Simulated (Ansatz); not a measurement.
## MnS: input and output of an SCF run

System: MnS, a measured crystal structure (space group Fm-3m); the cell holds 2 atoms. The computed pressure is over 10 GPa in size, so the cell is far from the computed equilibrium volume. Source: COD entry 1011351; it may be a high-temperature, high-pressure or metastable form.

Theory: DFT, PBE, PAW, plane waves, scalar-relativistic (Ansatz).

Input:

```yaml
crystal:
  lattice:
    - [0.0, 2.62, 2.62]
    - [2.62, 0.0, 2.62]
    - [2.62, 2.62, 0.0]
  atoms:
    - { symbol: Mn, position: [0.0, 0.0, 0.0] }
    - { symbol: S, position: [0.5, 0.5, 0.5] }
hamiltonian:
  xc: pbe
  pseudopotentials: { kind: paw }
basis:
  ecutwfc: 420
kpoints:
  mp_grid: { grid: [7, 7, 7] }
scf:
  occupations: { method: fermi_dirac, width: 0.05 }
  lower_state_search: "off"
  algorithm: density_mixing
  max_iter: 80
  mixing: { algorithm: anderson, ndim: 1, beta: 0.075, preconditioner: none }
output:
  forces: true
  stress: true
```

Launched as:
```sh
ansatz run input.yaml --threads 2 --pin off --max-ram 5120MiB --backend cpu --events-out ev --progress --plain --runs-dir out
```

What the program printed (shortened):

```
Pseudopotentials: kind: paw
Pseudopotential: Mn, paw, valence charge 15, recommended cutoff 420 eV (normal), Mn.paw.azcp
Pseudopotential: S, paw, valence charge 6, recommended cutoff 420 eV (normal), S.paw.azcp
Functional definition: PBE
Crystal: 2 atoms, lattice volume = 35.969 Å³
Basis set: ecut = 420 eV, 725 PW (Γ), exchange–correlation on 50×50×50 points (8 copies of the dense FFT grid, shifted against one another)
Bands: 15, of which v1, the nominal top of the filled ones, is band 11 counted from 1 (10 counted from 0)
Symmetry: 48 space group operations
Space group: Fm-3m (ITA 225), of the structure as read, at distance tolerance 3.3e-5 Å
k-points: 20 of 343
Non-local potential: Mn, projectors of the file, l = 0: 3, l = 1: 2, l = 2: 3, l = 3: 1
Non-local potential: S, projectors of the file, l = 0: 2, l = 1: 2, l = 2: 2
Initial density: superposition of atomic densities (neutral atoms: chi_scale 0, normalization atom), corrected by the library's trained network
Initial wavefunctions: pseudopotential atomic-orbital guess
Functional: x = pbe(κ = 0.804, μ = 0.2195149727645171), c = pbe(β = 0.06672455060314922)
SCF iter   1: F=—  HF=-4799.590947 eV  |F-HF|=—  |Δ(HF+E_count)|=         —  Δρ=1.05e-3  dr2=3.27e-4  ethr=1.77e-3  ⟨swp⟩=4.9  Hψ=1484  notcnv=0
SCF iter   2: F=—  HF=-4799.591106 eV  |F-HF|=—  |Δ(HF+E_count)|=   1.59e-4  Δρ=9.62e-4  dr2=9.75e-5  ethr=1.56e-6  ⟨swp⟩=2.1  Hψ=653  notcnv=0
SCF iter   3: F=—  HF=-4799.591165 eV  |F-HF|=—  |Δ(HF+E_count)|=   5.92e-5  Δρ=8.91e-4  dr2=6.55e-5  ethr=4.64e-7  ⟨swp⟩=1.0  Hψ=300  notcnv=0
SCF iter   4: F=—  HF=-4799.591190 eV  |F-HF|=—  |Δ(HF+E_count)|=   2.44e-5  Δρ=8.24e-4  dr2=5.02e-5  ethr=3.12e-7  ⟨swp⟩=1.0  Hψ=300  notcnv=0
SCF iter   5: F=—  HF=-4799.591212 eV  |F-HF|=—  |Δ(HF+E_count)|=   2.26e-5  Δρ=7.60e-4  dr2=3.96e-5  ethr=2.39e-7  ⟨swp⟩=1.0  Hψ=300  notcnv=0
SCF iter   6: F=—  HF=-4799.591233 eV  |F-HF|=—  |Δ(HF+E_count)|=   2.05e-5  Δρ=7.00e-4  dr2=3.20e-5  ethr=1.89e-7  ⟨swp⟩=1.0  Hψ=300  notcnv=0
SCF iter   7: F=—  HF=-4799.591251 eV  |F-HF|=—  |Δ(HF+E_count)|=   1.85e-5  Δρ=6.44e-4  dr2=2.60e-5  ethr=1.52e-7  ⟨swp⟩=1.0  Hψ=300  notcnv=0
SCF iter   8: F=—  HF=-4799.591268 eV  |F-HF|=—  |Δ(HF+E_count)|=   1.65e-5  Δρ=5.93e-4  dr2=2.13e-5  ethr=1.24e-7  ⟨swp⟩=1.0  Hψ=300  notcnv=0
SCF iter   9: F=—  HF=-4799.591282 eV  |F-HF|=—  |Δ(HF+E_count)|=   1.46e-5  Δρ=5.46e-4  dr2=1.76e-5  ethr=1.02e-7  ⟨swp⟩=1.0  Hψ=300  notcnv=0
SCF iter  10: F=—  HF=-4799.591295 eV  |F-HF|=—  |Δ(HF+E_count)|=   1.29e-5  Δρ=5.03e-4  dr2=1.46e-5  ethr=8.38e-8  ⟨swp⟩=1.0  Hψ=300  notcnv=0
[... 25 iterations left out ...]
SCF iter  36: F=—  HF=-4799.591381 eV  |F-HF|=—  |Δ(HF+E_count)|=   3.16e-7  Δρ=6.44e-5  dr2=2.23e-7  ethr=1.24e-9  ⟨swp⟩=1.0  Hψ=300  notcnv=0
SCF iter  37: F=—  HF=-4799.591381 eV  |F-HF|=—  |Δ(HF+E_count)|=   2.73e-7  Δρ=5.96e-5  dr2=1.91e-7  ethr=1.06e-9  ⟨swp⟩=1.0  Hψ=300  notcnv=0
SCF iter  38: F=—  HF=-4799.591381 eV  |F-HF|=—  |Δ(HF+E_count)|=   2.36e-7  Δρ=5.51e-5  dr2=1.64e-7  ethr=9.11e-10  ⟨swp⟩=1.0  Hψ=300  notcnv=0
SCF iter  39: F=—  HF=-4799.591381 eV  |F-HF|=—  |Δ(HF+E_count)|=   2.03e-7  Δρ=5.10e-5  dr2=1.41e-7  ethr=7.83e-10  ⟨swp⟩=1.0  Hψ=300  notcnv=0
SCF iter  40: F=—  HF=-4799.591382 eV  |F-HF|=—  |Δ(HF+E_count)|=   1.75e-7  Δρ=4.72e-5  dr2=1.21e-7  ethr=6.73e-10  ⟨swp⟩=1.0  Hψ=300  notcnv=0
SCF iter  41: F=—  HF=-4799.591382 eV  |F-HF|=—  |Δ(HF+E_count)|=   1.51e-7  Δρ=4.37e-5  dr2=1.04e-7  ethr=5.78e-10  ⟨swp⟩=1.0  Hψ=300  notcnv=0
SCF iter  42: F=—  HF=-4799.591382 eV  |F-HF|=—  |Δ(HF+E_count)|=   1.30e-7  Δρ=4.04e-5  dr2=8.96e-8  ethr=4.76e-10  ⟨swp⟩=2.8  Hψ=689  notcnv=0
SCF iter  43: F=—  HF=-4799.591382 eV  |F-HF|=—  |Δ(HF+E_count)|=   1.12e-7  Δρ=3.74e-5  dr2=7.70e-8  ethr=4.26e-10  ⟨swp⟩=2.8  Hψ=686  notcnv=0
SCF iter  44: F=—  HF=-4799.591382 eV  |F-HF|=—  |Δ(HF+E_count)|=   9.69e-8  Δρ=3.46e-5  dr2=6.62e-8  ethr=3.66e-10  ⟨swp⟩=2.8  Hψ=651  notcnv=0
SCF iter  45: F=-4799.591383 eV  HF=-4799.591382 eV  |F-HF|=4.99e-7  |Δ(HF+E_count)|=   8.36e-8  Δρ=3.20e-5  dr2=5.69e-8  ethr=3.15e-10  ⟨swp⟩=2.6  Hψ=642  notcnv=0
SCF 1 converged in 45 iterations: F = -4799.591383 eV  dr2 = 5.69e-8
  greatest PAW one-centre occupation: 1.000 electrons in one spin orbital (limit 2), on the Mn atom at site 0 (counted from 0), in its partial waves of l = 1
SCF converged after 45 iterations
Stability not checked: this state was not tested for a lower state beside it, because the mixer in use, unlike msr1, does not test its closes by its own steps (another_mixer; see scf.mixing.algorithm and scf.lower_state_search)
Free energy (F): -4799.591383 eV
Harris-Foulkes:  -4799.591382 eV  (|F-HF|=4.99e-7)
Internal energy: -4799.506637 eV  (E = F + TS)
E sigma→0 (E₀):  -4799.549010 eV
Entropy (-TS):   -0.084745 eV (-42.373 meV/atom)
Fermi energy:    9.474057 eV
--- Per-component energies (eV) ---
  E_band       = -297.789843
  E_kinetic    = 406.730684
  E_local      = -2472.758724  (includes V_loc(G=0)·N_el)
  E_nonlocal   = 275.343264
  E_hartree    = 1015.277436
  E_xc         = -206.532407
  E_vxc        = -227.317591  (∫ρ·V_xc dr)
  E_paw        = -1903.841742  (= ΣΔE_a)
  E_vpaw       = -310.348123  (= ΣTr[D̂ρ^β])
  E_aug_tail   = -0.000008  (compensation charges beyond the density's cutoff)
  E_ewald      = -1913.725141
  E_smearing   = -0.084745  (= −TS)
  E_closure    = 0.000000  (closes the sum)
  Σ components = -4799.591383   (vs F -4799.591383, Δ=0.00e0)
--- Forces (eV/Å), atoms counted from 1 ---
  atom   1  Mn    -0.00000000     0.00000000     0.00000000
  atom   2  S      0.00000000    -0.00000000    -0.00000000
  max |Σ_I F_I| component: 3.22e-30 eV/Å
--- Stress (GPa, compression-positive) ---
      -23.582094       0.000000       0.000000
        0.000000     -23.582094      -0.000000
       -0.000000       0.000000     -23.582094
  P = ⅓ Tr σ = -23.5821 GPa (-235.821 kbar)
```

Spin is off, though the compound may be magnetic.

The run took 1.5 s on 2 threads of Arm Neoverse V1, with other jobs on the host, peak memory 0.27 GiB.
